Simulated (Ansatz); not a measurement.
One stationary structure of Cs$_{3}$Sb$_{2}$I$_{9}$. Space group P-3m1 (No. 164). Level of theory: r2SCAN (plane waves to 500 eV, PAW, scalar-relativistic; Ansatz, a program for electronic structure).

```xyz
14
Lattice="8.5454 0.0000 0.0000 -4.2727 7.4006 0.0000 0.0000 0.0000 10.5069" Properties=species:S:1:pos:R:3 pbc="T T T"
Cs     0.0000     0.0000     0.0000
Cs     4.2727     2.4669     7.0652
Cs     0.0000     4.9337     3.4416
Sb     4.2727     2.4669     1.9695
Sb     0.0000     4.9337     8.5374
I      2.1364     3.7003     0.0000
I      4.2727     0.0000     0.0000
I     -2.1364     3.7003     0.0000
I     -2.1102     6.1520     6.9733
I      6.3829     1.2486     3.5336
I      0.0000     2.4971     6.9733
I      4.2727     4.9035     3.5336
I      2.1102     6.1520     6.9733
I      2.1626     1.2486     3.5336
```

- Volume per atom: 47.46 Å³
- Band gap: 1.68 eV, direct at Γ (no spin-orbit coupling)
- Shortest distances: I–Sb 2.90 Å
- k-mesh: 4×4×3

Band energies at high-symmetry points (eV from the VBM; labels of this space group; no spin-orbit coupling), from −5 eV up to 5.6 eV:

```
point                                                                                                                                                                                                                                energies
-----  --------------------------------------------------------------------------------------------------------------------------------------------------------------------------------------------------------------------------------------
Γ      -4.05 -3.97 -3.97 -2.88 -2.88 -2.88 -2.29 -2.12 -2.12 -2.04 -2.04 -1.93 -1.65 -1.65 -1.24 -1.24 -1.22 -1.10 -1.04 -1.04 -0.83 -0.83 -0.76 -0.70 -0.70 -0.68 0.00 1.68 2.47 2.47 3.60 3.63 3.63 4.11 4.69 4.69 5.06 5.13 5.13 5.33 5.33
M                    -4.07 -3.78 -3.76 -3.16 -3.16 -2.92 -2.50 -2.13 -1.92 -1.92 -1.73 -1.63 -1.59 -1.59 -1.54 -1.51 -1.50 -1.40 -1.10 -1.07 -1.07 -1.03 -0.99 -0.96 -0.67 -0.55 -0.37 2.28 2.34 2.36 3.56 3.91 4.03 5.33 5.34 5.50 5.58 5.60
K                                             -3.86 -3.86 -3.81 -3.58 -2.81 -2.81 -2.29 -2.29 -2.25 -1.88 -1.63 -1.63 -1.53 -1.52 -1.52 -1.45 -1.41 -1.39 -1.39 -1.28 -1.28 -1.12 -0.79 -0.74 -0.74 -0.45 -0.45 1.82 2.61 2.61 3.85 3.85 3.86
A          -4.17 -3.81 -3.81 -3.25 -3.25 -2.80 -2.29 -2.29 -2.29 -1.61 -1.58 -1.58 -1.53 -1.53 -1.40 -1.40 -1.11 -1.09 -1.05 -1.02 -1.02 -0.93 -0.93 -0.54 -0.53 -0.53 -0.53 1.98 1.98 2.06 3.43 4.05 4.05 4.79 4.88 4.89 5.13 5.13 5.22 5.22
L                                   -3.93 -3.90 -3.88 -3.14 -2.98 -2.92 -2.29 -2.19 -2.01 -2.00 -1.80 -1.79 -1.77 -1.62 -1.51 -1.48 -1.40 -1.22 -1.19 -1.12 -1.05 -1.02 -0.98 -0.80 -0.69 -0.56 -0.34 2.02 2.50 2.53 3.77 3.77 3.80 5.46 5.48
H                                             -4.06 -3.80 -3.80 -3.13 -2.95 -2.95 -2.15 -2.15 -2.14 -2.03 -1.92 -1.91 -1.91 -1.53 -1.53 -1.41 -1.26 -1.17 -1.17 -1.08 -1.08 -1.06 -0.98 -0.98 -0.94 -0.38 -0.38 2.42 2.43 2.43 3.23 4.01 4.01
```

No spin polarisation in the result. Without spin-orbit coupling the bands of the heavy element are not split, so the gap can be far off.

The run could not lose the symmetry of its start.
